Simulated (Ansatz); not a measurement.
TlCl (CsCl type, Pm-3m), plane-wave PAW LDA (Ansatz code). The conduction-band minimum lies at X, with 3 equivalent valleys. Second derivatives d²E/dk² of the lowest band at one valley (eV·Å²), along Cartesian directions:

```
direction  d²E/dk²
---------  -------
[100]        30.61
[010]        30.61
[001]        61.81
[110]        30.62
[101]        46.20
[011]        46.20
```

Task: Find the principal effective masses, the density-of-states mass and the conductivity mass.

Result: Off-diagonal terms follow from H_xy = H[110] − (H_xx + H_yy)/2, and m*/mₑ = 7.620 eV·Å² over each eigenvalue: 0.12, 0.25, 0.25. One valley's DOS mass (m₁m₂m₃)^(1/3) = 0.20, conductivity mass 3/(Σ 1/mᵢ) = 0.19 mₑ.

Task: What effective density of states Nc follows at 300 K for parabolic valleys?

Result: Nc = 2.509e19 × 3 × (0.20)^(3/2) ≈ 6.7e18 cm⁻³.

Task: With the computed static dielectric constant 43.9 (mean of the diagonal), estimate a hydrogenic donor's binding energy and radius.

Result: E = 13.606 eV × 0.19/43.9² ≈ 1.3 meV; a = 0.529 Å × ε/m* ≈ 120 Å. Semilocal masses tend to be too small where the gap is.

Task: With ε∞ = 6.35 and ω_LO = 168 cm⁻¹, what Fröhlich coupling constant follows?

Result: α = (1/ε∞ − 1/ε0) √(m* × 13.606 eV/ħω_LO) = 1.5.

Symmetry was held in the LDA relaxation; phonons on a q-mesh show no instability. The volume moved by -15 % from the start of the relaxation. The volume fell by over 15 % from the filed cell, which may lack light atoms or belong to other conditions. Scalar-relativistic: spin–orbit coupling is off unless named, which matters more the heavier the elements.

Potentials: the later of the program's two PAW sets.
